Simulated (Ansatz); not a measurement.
# CaBiO, a known structure type with other elements, at an estimated volume

```yaml
crystal:
  lattice:
    - [3.92834, 0.00000, 0.00000]
    - [0.00000, 3.92834, 0.00000]
    - [0.00000, 0.00000, 7.44264]
  atoms:
    - { symbol: Bi, position: [0.00000, 0.50000, 0.17100] }
    - { symbol: Bi, position: [0.50000, 0.00000, 0.82900] }
    - { symbol: O, position: [0.00000, 0.00000, 0.00000] }
    - { symbol: O, position: [0.50000, 0.50000, 0.00000] }
    - { symbol: Ca, position: [0.00000, 0.50000, 0.65000] }
    - { symbol: Ca, position: [0.50000, 0.00000, 0.35000] }
```

Level: PBE, no spin polarisation; 420 eV; 9×9×5 Γ-centred mesh; gaussian occupations (width 0.2876 eV); Ansatz 0.2.0, fixed geometry.

- Electronic structure: It is a metal, with about 5 states/eV a cell as the mean within 0.25 eV of the Fermi level.
- Charges: Bader charges in e: Ca +0.98, Bi +0.18, O -1.15. In the mean Ca gives up most and O takes most.
- Formation energy: -0.18 eV an atom against the elements' usual phases (free molecules for gases, crystals otherwise, with no correction for O₂ or N₂), so it is bound against them; other compounds may still compete. Relaxing would lower it.
- Forces: The largest is on Bi1 (and as large on other atoms): 0.83 eV/Å, components (0.00, 0.00, 0.83). It makes 123° with the line to a nearest neighbour, O3 at 2.34 Å.
- Contacts: Bi–O at 2.34 Å: least valence density 0.45 e/Å³ and ELF 0.22 there. Ca–Bi at 3.08 Å: least valence density 0.15 e/Å³ and ELF 0.12 there. Ca–O at 3.26 Å: least valence density 0.07 e/Å³ and ELF 0.06 there. Both are smooth PAW fields, read partly inside the augmentation spheres.

Origin: a known structure type with other elements, at an estimated volume, so it need not be a known compound. Caveats: many states at the Fermi level without spin polarisation, so a magnetic state may lie lower; wide smearing; atoms or cell far from equilibrium.
